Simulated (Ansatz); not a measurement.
Profile along the V–O line in SrVO3 (cubic perovskite)

SrVO$_{3}$ (cubic perovskite)

```
SrVO3
1.0
    3.85762     0.00000     0.00000
    0.00000     3.85762     0.00000
    0.00000     0.00000     3.85762
Sr V O
1 1 3
Direct
  0.00000   0.00000   0.00000
  0.50000   0.50000   0.50000
  0.00000   0.50000   0.50000
  0.50000   0.50000   0.00000
  0.50000   0.00000   0.50000
```

Fields along a shortest V–O line of a {100} plane (1.93 Å), from V to O, interpolated on the slice's grid (step about 0.2 Å). Level of theory: PBE (plane waves to 420 eV, PAW, scalar-relativistic; Ansatz, a program for electronic structure). k mesh 12×12×12. Inside the PAW spheres the values are not all-electron values, and peaks at nuclei hang on which shells count as valence. SrVO3 is run without spin polarisation and with no Hubbard U. SrVO3 was relaxed with its symmetry unable to fall.

| distance from V (Å) | valence electron density (e/Å³) | electron localisation function |
|---|---|---|
| 0.00 | 16.56 | x |
| 0.19 | 14.33 | x |
| 0.39 | 8.99 | x |
| 0.58 | 3.90 | 0.63 |
| 0.77 | 1.27 | 0.25 |
| 0.96 | 0.72 | 0.19 |
| 1.16 | 1.06 | 0.62 |
| 1.35 | 2.26 | 0.81 |
| 1.54 | 4.64 | x |
| 1.74 | 6.86 | x |
| 1.93 | 7.68 | x |

x: too close to a nucleus for the ELF to mean much.

Density on the V–O line (1.93 Å) at its midpoint: 0.72 e/Å³. ELF at that point: 0.19.
